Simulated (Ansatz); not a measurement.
Given:

Li2H6Pt:
Space group Fm-3m (No. 225); a = 6.6058 Å, b = 6.6058 Å, c = 6.6058 Å, α = 90.00°, β = 90.00°, γ = 90.00°

```tsv
atom	site	symmetry	x	y	z
Li	8c	-43m	0.2500	0.2500	0.2500
H	24e	4m.m	0.0000	0.0000	0.2483
Pt	4a	m-3m	0.0000	0.0000	0.0000
```
(The calculation used a cell of 9 atoms; values per cell refer to that cell.)

This is the PBEsol-relaxed structure.

Question: All from plane-wave PAW PBEsol (Ansatz code), unless another level is named. Give the Born charges (a third of the trace).

Answer: Li +1.04, H -0.15, Pt -1.19 e.

Question: What about the electronic dielectric constant ε∞ (DFPT)?

Answer: 4.42.

Question: Predict the static dielectric constant ε0 (ions relaxed, cell fixed).

Answer: 11.1.

The first step of the workflow began from a Materials Project structure, measured or hypothetical; the Crystallography Open Database copy checked does not list it. Its standing as an ambient phase is unchecked. Symmetry was held in the PBEsol relaxation; of distortions, only those at the zone centre were tested. The run is not spin-polarised. Spin–orbit coupling is left out wherever it is not named.

Potentials: the later of the program's two PAW sets.
